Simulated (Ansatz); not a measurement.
The start is a randomly generated symmetric cell of ZnCu2SnSe4 (space group No. 139). The structure is fully relaxed (lattice and positions, P = 0) with PBE (plane waves to 420 eV, PAW, scalar-relativistic; Ansatz, a quantum-chemistry and plane-wave program). First-step values are on the input's coarse k-mesh.

Ansatz input (later rounds restart from its end on a renewed k-mesh):
Ansatz 0.2 input:
```yaml
crystal:
  lattice:
    - [-3.4239203, 3.4239203, 4.4808754]
    - [3.4239203, -3.4239203, 4.4808754]
    - [3.4239203, 3.4239203, -4.4808754]
  atoms:
    - { symbol: Cu, position: [0.71882295, 0.71882295, 0] }
    - { symbol: Cu, position: [0.28117705, 0.28117705, 0] }
    - { symbol: Se, position: [0.5, 0.5, 0.5] }
    - { symbol: Se, position: [0, 0, 0.5] }
    - { symbol: Se, position: [0.5, 0, 0] }
    - { symbol: Se, position: [0, 0.5, 0] }
    - { symbol: Sn, position: [0, 0, 0] }
    - { symbol: Zn, position: [0.5, 0.5, 0] }
basis: { ecutwfc: 420, ecutrho_ratio: 4, xc_grid: 2, fft_grid_basis: typed }
kpoints: { mp_grid: { grid: [5, 5, 5] } }
hamiltonian:
  xc: pbe
  dispersion: none
  pseudopotentials: { kind: paw }
scf: { occupations: { method: fermi_dirac, width: 0.05 } }
relax: { f_tol: 0.01, max_steps: 100, cell: { stress_tol: 0.02 } }
output: { forces: true, stress: true }
```

| Property | Result |
|---|---|
| Initial pressure | +6 GPa (positive: the cell is compressed) |
| Largest initial force | about 4.6 eV/Å, on Cu1, Cu2 (atoms numbered as listed) |
| Outcome | The space group stays I4/mmm (No. 139) (the run could not lower it), with 8 atoms in the primitive cell |
| Energy released | 0.20 eV/atom |
| Volume change | +10.2 %, from 26.27 to 28.96 Å³/atom |
| Shortest distances (start → end) | The closest pairs of elements (up to four, under 3.6 Å), start → end: Cu–Zn 1.96 → 2.31 Å; Cu–Se 2.44 → 2.40 Å; Cu–Sn 2.52 → 2.73 Å; Se–Zn 3.30 → 3.48 Å |
| Optimiser moves | 9 |

Relaxed structure:

```cif
data_Cu4Se8Sn2Zn2
_chemical_formula_sum 'Cu4 Se8 Sn2 Zn2'
_space_group_name_H-M_alt 'I4/mmm'
_space_group_IT_number 139
_space_group_name_Hall '-I 4 2'
_cell_length_a 6.77323
_cell_length_b 6.77323
_cell_length_c 10.09860
_cell_angle_alpha 90.000
_cell_angle_beta 90.000
_cell_angle_gamma 90.000
loop_
_atom_site_label
_atom_site_type_symbol
_atom_site_symmetry_multiplicity
_atom_site_Wyckoff_symbol
_atom_site_fract_x
_atom_site_fract_y
_atom_site_fract_z
_atom_site_occupancy
Cu1 Cu 4 e 0.00000 0.00000 0.27076 1
Se1 Se 8 f 0.25000 0.25000 0.25000 1
Sn1 Sn 2 a 0.00000 0.00000 0.00000 1
Zn1 Zn 2 b 0.00000 0.00000 0.50000 1
```
(The calculation used a cell of 8 atoms; values per cell refer to that cell.)

Final values are on a 10×10×10 k-mesh of the relaxed cell. No spin polarisation in the result.

The run could not lose the symmetry of its start: the end is stationary, and may be a saddle point rather than a minimum.

The relaxed structure here is a generated cell of ZnCu2SnSe4: the first start was made by a random draw of sites in a space group, and the end was not matched to a known phase here, so it may be hypothetical. Known forms of ZnCu2SnSe4 include space group No. 82.
